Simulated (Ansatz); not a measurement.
AlN:
```yaml
crystal:
  lattice:
    - [2.61337, 0.00000, 0.00000]
    - [0.00000, 2.61337, 0.00000]
    - [0.00000, 0.00000, 2.61337]
  atoms:
    - { symbol: Al, position: [0.00000, 0.00000, 0.00000] }
    - { symbol: N, position: [0.50000, 0.50000, 0.50000] }
```

Relaxed with PBE. Special points in fractions of this cell's reciprocal vectors: Γ (0.000, 0.000, 0.000); X (0.000, 0.500, 0.000); M (0.500, 0.500, 0.000); R (0.500, 0.500, 0.500).

### Question
List the band energies nearest the Fermi level at these points for the program Ansatz at the PBE level (PAW).

### Answer
In eV from the Fermi level; about four levels below and three above (degenerate sets whole), none deeper than 8.9 eV; … stands for higher levels left out; points with the same levels are listed once.

```csv
k,below,above
Γ,-1.52 -1.52 -1.52,0.76 …
X,-0.48 -0.48,4.57 7.32 …
M,-7.17 -7.17 -1.47,0.53 …
R,-4.86 -4.86 -4.86,…
```

Space group Pm-3m (CsCl type). The cell is a constructed one: a structure type filled with these elements; neither database checked (COD, Materials Project) lists it. It is not the phase usual at ambient conditions (space group No. 186, 216). The PBE relaxation kept the symmetry of its start; its stability against distortions is not shown here.

Potentials: the earlier of the program's two PAW sets.
